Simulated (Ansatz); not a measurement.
Relaxed-ion elastic tensor of Ti6O in space group P-31m (No. 162; Ti on 6k, O on 1a) in GPa (Voigt order), DFT-PBEsol in the program Ansatz with PAW potentials; density 4.86 g/cm³, 14.81 Å³ per atom.

```
  221    117   85.6    0.0   20.9    0.0
  117    221   85.6    0.0  -20.9    0.0
 85.6   85.6    264    0.0    0.0    0.0
  0.0    0.0    0.0   64.6    0.0  -20.9
 20.9  -20.9    0.0    0.0   64.6    0.0
  0.0    0.0    0.0  -20.9    0.0   51.8
```

Q: Is the crystal mechanically stable?

A: Yes: the smallest eigenvalue of C is 36.3 GPa.

Q: Work out the Voigt, Reuss and Hill averages.

A: K_V = 142, K_R = 142, K_H = 142; G_V = 64.0, G_R = 54.7, G_H = 59.3 GPa.

Q: Give Young's modulus, Poisson's ratio, Pugh's ratio and the universal anisotropy index.

A: E = 9KG/(3K + G) = 156 GPa; ν = 0.32; K/G = 2.40 (ductile by the Pugh limit of 1.75); A_U = 5G_V/G_R + K_V/K_R − 6 = 0.86.

Q: Estimate the sound speeds and the Debye temperature.

A: v_l = √((K + 4G/3)/ρ) = 6750 m/s, v_t = √(G/ρ) = 3500 m/s, mean 3910 m/s; Θ = (h/k)(3n/4πV)^(1/3) v_m = 474 K.

Q: How much does each axis shrink under pressure?

A: Linear compressibilities β_i = Σ_j S_ij (j = 1 to 3): x 2.4, y 2.4, z 2.2 per TPa.

The workflow started from a Materials Project entry (that database holds measured and hypothetical structures alike); the Crystallography Open Database files this formula in space group No. 162, but the cells were not matched. Whether it is the stable phase at ambient conditions was not checked. The cell was relaxed with PBEsol under the symmetry of its start; its stability against distortions is not shown here. The run is not spin-polarised. As this level gives no gap, shear constants depend on the k-mesh and smearing (Fermi–Dirac, 0.1 eV here).

Potentials: the later of the program's two PAW sets.
